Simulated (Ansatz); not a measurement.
## La2Sb: what a change of scf.eigensolver.kind does

All numbers are calculated (PBEsol, no spin polarisation, no spin-orbit coupling; Ansatz, PAW set soft_2, 420 eV, k-mesh 3×3×3), not measured. These are the settings of the reference run.

Cell:

```
cell
1.0
     4.5674   -9.1349    0.0000
     9.1349    4.5674    0.0000
    -6.8511    2.2837    9.0103
La Sb
20 10
Direct
  0.2000 0.9000 0.0000
  0.4000 0.3000 0.0000
  0.6000 0.7000 0.0000
  0.8000 0.1000 0.0000
  0.0000 0.5000 0.0000
  0.9000 0.8000 0.0000
  0.1000 0.2000 0.0000
  0.3000 0.6000 0.0000
  0.5000 0.0000 0.0000
  0.7000 0.4000 0.0000
  0.3205 0.3205 0.6410
  0.5205 0.7205 0.6410
  0.7205 0.1205 0.6410
  0.9205 0.5205 0.6410
  0.1205 0.9205 0.6410
  0.6795 0.6795 0.3590
  0.8795 0.0795 0.3590
  0.0795 0.4795 0.3590
  0.2795 0.8795 0.3590
  0.4795 0.2795 0.3590
  0.7374 0.3374 0.2749
  0.9374 0.7374 0.2749
  0.1374 0.1374 0.2749
  0.3374 0.5374 0.2749
  0.5374 0.9374 0.2749
  0.4626 0.0626 0.7251
  0.6626 0.4626 0.7251
  0.8626 0.8626 0.7251
  0.0626 0.2626 0.7251
  0.2626 0.6626 0.7251
```

The reference run of this cell is solved again as a single point with these keys changed:

| key | reference run | changed run |
| --- | --- | --- |
| scf.eigensolver.kind | not typed | davidson |

Q: How does the changed run end?

A: 

```
                                    quantity  reference run  changed run
energy, changed less reference (meV an atom)              0          0.0
                              pressure (GPa)           -0.1         -0.1
                        largest force (eV/Å)           0.01         0.01
                        gap on the mesh (eV)           0.00         0.00
```

The results hardly move, so this setting matters little here, or the typed value is the one that the program takes anyway. It took 10 iterations from the trained starting density.

Caveats: a single point, atoms not relaxed again.
